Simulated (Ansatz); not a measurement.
All numbers below come from DFT PBE, scalar-relativistic, plane waves, PAW (Ansatz). Settings: cutoff 420 eV, Γ-centred meshes spaced at most about 0.3 Å⁻¹, and about 0.25 Å⁻¹ or finer for metals (2π included), Gaussian smearing. No spin polarisation in the final relaxations.

Temperature and zero-point effects are left out.

Compare these two cells of Ge3W2, each relaxed at this level.

A.

```
CELL_PARAMETERS angstrom
3.54957 0.00000 0.00000
0.00000 3.54957 0.00000
0.00000 0.00000 7.35525
ATOMIC_POSITIONS crystal
Ge 0.50000 0.00000 0.96902
Ge 0.00000 0.50000 0.96902
Ge 0.00000 0.00000 0.37416
W 0.00000 0.00000 0.71636
W 0.50000 0.50000 0.24142
```

B.

```
CELL_PARAMETERS angstrom
2.66136 1.53654 3.44437
-2.66136 1.53654 3.44437
0.00000 -3.07307 3.44437
ATOMIC_POSITIONS crystal
Ge 0.50000 0.50000 0.00000
Ge 0.00000 0.50000 0.50000
Ge 0.50000 0.00000 0.50000
W 0.86205 0.86205 0.86205
W 0.13795 0.13795 0.13795
```

Problem. Which would you expect to be lower, and how large is the difference?

Solution. B is lower, by 240 meV/atom. A has space group P4mm (No. 99), 18.5 Å³/atom and no gap on its mesh; B has space group R-3m (No. 166), 16.9 Å³/atom and no gap. Counting Ge atoms around W (those within 1.25 times the shortest such distance or 1.15 times the sum of covalent radii; a plus sign parts nearer from farther groups; a slash parts the counts of unlike sites), A has W 5/8 and B has W 3+6. A holds Ge–Ge nets (shortest 2.51 Å); in B the shortest Ge–Ge distance is 2.66 Å, near bonding range too. The denser one is the lower, and pressure would at first widen the difference. Even the lower one lies +0.50 eV/atom against the reference forms of the elements (uncorrected), so neither is stable at this level. In A, around Ge on a site of symmetry 2mm lie 4 Ge at 2.51 Å and 4 W at 2.57–2.68 Å; Ge on a site of symmetry 4mm has 1 W at 2.52 Å and 4 W at 2.69 Å; W on its first site has 5 Ge at 2.52–2.57 Å; 1 more site not described. In B, Ge is surrounded by 2 W at 2.54 Å, 4 Ge at 2.66 Å and 4 W at 3.02 Å; W has 3 Ge at 2.54 Å, 1 W at 2.85 Å, 6 Ge at 3.02 Å and 3 W at 3.13 Å. Both come from invented guesses.

These runs have no spin–orbit coupling, which can matter for W. Cells relaxed within their symmetry can be saddle points.
